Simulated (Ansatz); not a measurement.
A geometry of SnO away from equilibrium: the start of the relaxation of a relaxed SnO cell with one O and one Sn atom exchanged in a cell of 4 atoms. The numbers are results of PBE (plane waves to 420 eV, PAW, scalar-relativistic; Ansatz, a first-principles code), not measurements. Γ-centred k-mesh 6×6×5 on the run's cell (coarser than for final values), Fermi–Dirac smearing 0.05 eV.

```xyz
4
Lattice="3.8671 0.0000 0.0000 0.0000 3.8671 0.0000 0.0000 0.0000 5.0734" Properties=species:S:1:pos:R:3 pbc="T T T"
Sn     1.9336     0.0000     1.1589
O      0.0000     1.9336     3.9145
Sn     0.0000     0.0000     0.0000
O      1.9336     1.9336     0.0000
```

Problem. Which atoms carry the largest force, and which way does it point?

Solution. 10.33 eV/Å, on Sn3 (atoms numbered as listed); on Sn3 its components are (0.00, 0.00, -10.33).

Problem. What is the pressure?

Solution. +30.2 GPa, compression positive.

Problem. How far above the relaxed end point is this geometry?

Solution. 2.01 eV/atom; the path ends in Amm2 (No. 38).

No spin polarisation in the result. Without a van der Waals term the distances between weakly bound units are poorly fixed.

The run could not lose the symmetry of its start, so the end can be a saddle point.

The end of the path is a generated cell of SnO: the first start was made by placing the elements on the sites of a structure type, and the end was not matched to a known phase here, so it may be hypothetical. Known forms of SnO include space group No. 129.
